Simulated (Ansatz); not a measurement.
Relaxed-ion elastic tensor of TiAs (CsCl type, Pm-3m) in GPa (Voigt order), PBEsol in the plane-wave PAW code Ansatz; density 6.51 g/cm³, 15.66 Å³ per atom.

```
 155   121   121   0.0   0.0   0.0
 121   155   121   0.0   0.0   0.0
 121   121   155   0.0   0.0   0.0
 0.0   0.0   0.0  -3.5   0.0   0.0
 0.0   0.0   0.0   0.0  -3.5   0.0
 0.0   0.0   0.0   0.0   0.0  -3.5
```

Problem. Is the crystal mechanically stable?

Solution. No: the smallest eigenvalue of C is -3.5 GPa.

A made-up cell: these elements were put on the sites of a structure type; neither database checked (COD, Materials Project) lists it. COD files the formula under space group No. 194. Its standing as an ambient phase is unchecked. Symmetry was held in the PBEsol relaxation. At this level the phase is mechanically unstable. No spin polarisation was allowed. As this level gives no gap, shear constants depend on the k-mesh and smearing (Fermi–Dirac, 0.1 eV here).

Potentials: the earlier of the program's two PAW sets. The files were generated under PBE; for other functionals the program regenerates the frozen cores, and for LDA and PBEsol the local potential too.
